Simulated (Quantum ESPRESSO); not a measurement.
NGaSi3Ge3, input and log of a self-consistent run

A calculation, not a measurement. The program is pw.x of Quantum ESPRESSO 7.5 (plane-wave density functional theory). The cell is made up: 8 atoms on a zincblende/diamond lattice, with randomly drawn elements, strain and displacements, not relaxed. PseudoDojo standard norm-conserving files (v0.5 for PBE, v0.4.1 for LDA and PBEsol) set the functional; there is no spin polarisation, spin-orbit coupling or dispersion term, and the masses in the input are unused placeholders.

Input:

```
&control calculation='scf', pseudo_dir='./dojo.nc.sr.pbe.v0_5.standard.upf', outdir='./o', disk_io='low', tprnfor=.true., tstress=.true. /
&system ibrav=0, nat=8, ntyp=4, nbnd=46, ecutwfc=84.00895049, nosym=.true., tot_charge=0,
 occupations='smearing', smearing='fd', degauss=0.0073498644
/
&electrons conv_thr=7.350e-09, electron_maxstep=60, /
ATOMIC_SPECIES
Ga 1.0 Ga.upf
Ge 1.0 Ge.upf
N 1.0 N.upf
Si 1.0 Si.upf
CELL_PARAMETERS angstrom
5.5437 0.0 0.0
0.0 5.5437 0.0
0.0 0.0 5.5437
ATOMIC_POSITIONS angstrom
N 0.0233 0.1557 -0.0433
Ga -0.1208 2.7144 2.7916
Si 2.7031 0.0286 2.8816
Ge 2.8837 2.8097 0.0296
Ge 1.3784 1.5338 1.4367
Si 1.3471 4.2345 3.9689
Si 4.0901 1.446 4.1533
Ge 4.1185 4.176 1.4734
K_POINTS automatic
6 6 6 1 1 1
```

The log is shortened where brackets say so; the opening notice, blank lines, dates and the lines on written files are dropped, and the path of the files is cut. It prints rydbergs, bohrs and kilobars, and counts compression as positive stress.

```
     Program PWSCF v.7.5
     Parallel version (MPI & OpenMP), running on       4 processor cores
     Number of MPI processes:                 4
     Threads/MPI process:                     1
     [start-up lines left out]
     bravais-lattice index     =            0
     lattice parameter (alat)  =      10.4761  a.u.
     unit-cell volume          =    1149.7297 (a.u.)^3
     number of atoms/cell      =            8
     number of atomic types    =            4
     number of electrons       =        72.00
     number of Kohn-Sham states=           46
     kinetic-energy cutoff     =      84.0090  Ry
     charge density cutoff     =     336.0358  Ry
     scf convergence threshold =      7.3E-09
     mixing beta               =       0.7000
     number of iterations used =            8  plain     mixing
     Exchange-correlation= PBE
                           (   1   4   3   4   0   0   0)
     [axes and pseudopotential details left out]
   Cartesian axes
     site n.     atom                  positions (alat units)
         1        N      tau(   1) = (   0.0042030   0.0280859  -0.0078107  )
         2        Ga     tau(   2) = (  -0.0217905   0.4896369   0.5035626  )
         3        Si     tau(   3) = (   0.4875985   0.0051590   0.5197972  )
         4        Ge     tau(   4) = (   0.5201761   0.5068276   0.0053394  )
         5        Ge     tau(   5) = (   0.2486426   0.2766744   0.2591590  )
         6        Si     tau(   6) = (   0.2429966   0.7638400   0.7159298  )
         7        Si     tau(   7) = (   0.7377924   0.2608366   0.7491928  )
         8        Ge     tau(   8) = (   0.7429154   0.7532875   0.2657792  )
     number of k points=   108  Fermi-Dirac smearing, width (Ry)=  0.0073
     Number of k-points >= 100: set verbosity='high' to print them.
     Dense  grid:   119825 G-vectors     FFT dimensions: (  64,  64,  64)
     Estimated max dynamical RAM per process >     451.52 MB
     Estimated total dynamical RAM >       1.68 GB
     Initial potential from superposition of free atoms
     starting charge      71.9930, renormalised to      72.0000
     Starting wfcs are   52 randomized atomic wfcs
     total cpu time spent up to now is        9.7 secs
     per-process dynamical memory:   382.8 Mb
     Self-consistent Calculation
     iteration #  1     ecut=    84.01 Ry     beta= 0.70
     Davidson diagonalization with overlap
     ethr =  1.00E-02,  avg # of iterations =  3.5
     Threshold (ethr) on eigenvalues was too large:
     Diagonalizing with lowered threshold
     Davidson diagonalization with overlap
     ethr =  7.84E-04,  avg # of iterations =  2.0
     total cpu time spent up to now is       51.7 secs
     total energy              =    -734.41023493 Ry
     estimated scf accuracy    <       0.56631208 Ry
     iteration #  2     ecut=    84.01 Ry     beta= 0.70
     Davidson diagonalization with overlap
     ethr =  7.87E-04,  avg # of iterations =  6.1
     total cpu time spent up to now is       74.2 secs
     total energy              =    -734.14859003 Ry
     estimated scf accuracy    <       4.35112841 Ry
     iteration #  3     ecut=    84.01 Ry     beta= 0.70
     Davidson diagonalization with overlap
     ethr =  7.87E-04,  avg # of iterations =  4.1
     total cpu time spent up to now is       96.1 secs
     total energy              =    -734.68327519 Ry
     estimated scf accuracy    <       0.04104417 Ry
     iteration #  4     ecut=    84.01 Ry     beta= 0.70
     Davidson diagonalization with overlap
     ethr =  5.70E-05,  avg # of iterations =  5.8
     total cpu time spent up to now is      118.3 secs
     total energy              =    -734.69121112 Ry
     estimated scf accuracy    <       0.00645204 Ry
     iteration #  5     ecut=    84.01 Ry     beta= 0.70
     Davidson diagonalization with overlap
     ethr =  8.96E-06,  avg # of iterations =  4.9
     total cpu time spent up to now is      139.7 secs
     total energy              =    -734.69234878 Ry
     estimated scf accuracy    <       0.00112927 Ry
     iteration #  6     ecut=    84.01 Ry     beta= 0.70
     Davidson diagonalization with overlap
     ethr =  1.57E-06,  avg # of iterations =  4.3
     total cpu time spent up to now is      159.9 secs
     total energy              =    -734.69261573 Ry
     estimated scf accuracy    <       0.00016823 Ry
     iteration #  7     ecut=    84.01 Ry     beta= 0.70
     Davidson diagonalization with overlap
     ethr =  2.34E-07,  avg # of iterations =  2.0
     total cpu time spent up to now is      177.3 secs
     total energy              =    -734.69264835 Ry
     estimated scf accuracy    <       0.00000569 Ry
     iteration #  8     ecut=    84.01 Ry     beta= 0.70
     Davidson diagonalization with overlap
     ethr =  7.90E-09,  avg # of iterations =  3.6
     total cpu time spent up to now is      197.8 secs
     total energy              =    -734.69265039 Ry
     estimated scf accuracy    <       0.00000146 Ry
     iteration #  9     ecut=    84.01 Ry     beta= 0.70
     Davidson diagonalization with overlap
     ethr =  2.02E-09,  avg # of iterations =  2.0
     total cpu time spent up to now is      215.7 secs
     total energy              =    -734.69265076 Ry
     estimated scf accuracy    <       0.00000011 Ry
     iteration # 10     ecut=    84.01 Ry     beta= 0.70
     Davidson diagonalization with overlap
     ethr =  1.51E-10,  avg # of iterations =  2.2
     total cpu time spent up to now is      235.7 secs
     total energy              =    -734.69265078 Ry
     estimated scf accuracy    <       0.00000002 Ry
     iteration # 11     ecut=    84.01 Ry     beta= 0.70
     Davidson diagonalization with overlap
     ethr =  2.27E-11,  avg # of iterations =  2.4
     total cpu time spent up to now is      254.3 secs
     End of self-consistent calculation
     Number of k-points >= 100: set verbosity='high' to print the bands.
     the Fermi energy is     6.6673 ev
!    total energy              =    -734.69265079 Ry
     estimated scf accuracy    <          2.9E-09 Ry
     smearing contrib. (-TS)   =      -0.00468256 Ry
     internal energy E=F+TS    =    -734.68796823 Ry
     The total energy is F=E-TS. E is the sum of the following terms:
     one-electron contribution =    -443.08592670 Ry
     hartree contribution      =     266.33347498 Ry
     xc contribution           =    -187.63197562 Ry
     ewald contribution        =    -370.30354088 Ry
     convergence has been achieved in  11 iterations
     Forces acting on atoms (cartesian axes, Ry/au):
     atom    1 type  3   force =    -0.00940705   -0.00281580   -0.01564901
     atom    2 type  1   force =     0.02244075    0.02589905    0.01521242
     atom    3 type  4   force =     0.03400798    0.04484947   -0.04669487
     atom    4 type  2   force =    -0.06006374    0.02273588   -0.04021957
     atom    5 type  2   force =    -0.01649124   -0.06504069   -0.04441893
     atom    6 type  4   force =    -0.05470805   -0.02141986    0.10519159
     atom    7 type  4   force =     0.05014998   -0.07771897    0.04944125
     atom    8 type  2   force =     0.03407137    0.07351093   -0.02286289
     Total force =     0.227853     Total SCF correction =     0.000279
     Computing stress (Cartesian axis) and pressure
          total   stress  (Ry/bohr**3)                   (kbar)     P=      -13.78
  -0.00003964   0.00014352  -0.00021906           -5.83       21.11      -32.22
   0.00014352  -0.00009610  -0.00001073           21.11      -14.14       -1.58
  -0.00021906  -0.00001073  -0.00014534          -32.22       -1.58      -21.38
     init_run     :      8.18s CPU      8.51s WALL (       1 calls)
     electrons    :    242.54s CPU    244.62s WALL (       1 calls)
     forces       :      2.73s CPU      2.75s WALL (       1 calls)
     stress       :      9.26s CPU      9.27s WALL (       1 calls)
     [timing details left out]
     PWSCF        :   4m23.94s CPU   4m26.46s WALL
     JOB DONE.
```

In other units: free energy -9996.003 eV for the cell, pressure -1.38 GPa, largest force component 2.705 eV/Å. A rerun of a related cell, with the same atoms placed differently, at 1437 eV and a 8 x 8 x 8 mesh moved values by no more than 0.004 eV in energy, 0.04 GPa in stress and 0.020 eV/Å in force.